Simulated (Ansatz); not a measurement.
One stationary structure of TiAl. Computed with PBE (plane waves to 420 eV, PAW, scalar-relativistic; Ansatz, a program for electronic structure).

```cif
data_AlTi
_chemical_formula_sum 'Al1 Ti1'
_space_group_name_H-M_alt 'P 1'
_space_group_IT_number 1
_cell_length_a 2.82407
_cell_length_b 2.82407
_cell_length_c 4.07067
_cell_angle_alpha 90.000
_cell_angle_beta 90.000
_cell_angle_gamma 90.000
loop_
_space_group_symop_operation_xyz
  'x, y, z'
loop_
_atom_site_label
_atom_site_type_symbol
_atom_site_fract_x
_atom_site_fract_y
_atom_site_fract_z
_atom_site_occupancy
Al1 Al 0.00000 0.00000 0.00000 1
Ti1 Ti 0.50000 0.50000 0.50000 1
```

### Question
Find the space group and the Wyckoff positions (tolerance 0.01 Å).

### Answer
Space group P4/mmm (No. 123); a = 2.8241 Å, b = 2.8241 Å, c = 4.0707 Å, α = 90.00°, β = 90.00°, γ = 90.00°

```tsv
atom	site	symmetry	x	y	z
Al	1a	4/mmm	0.0000	0.0000	0.0000
Ti	1d	4/mmm	0.5000	0.5000	0.5000
```

This is the AFLOW prototype AB_tP2_123_a_d (L1_0, as in CuAu).

### Question
Give the shortest distances between elements (the closest pairs, up to four, under 3.6 Å).

### Answer
Ti–Ti 2.82 Å; Al–Al 2.82 Å; Al–Ti 2.85 Å.

| Item | Value |
|---|---|
| Volume per atom | 16.23 Å³ |
| Band gap | no gap (metallic) |

No spin polarisation in the result.

The run could not lose the symmetry of its start.

The first start was generated by placing the elements on the sites of a structure type. A measured structure of TiAl has the same space group, P4/mmm (No. 123); the sites were not compared with it.
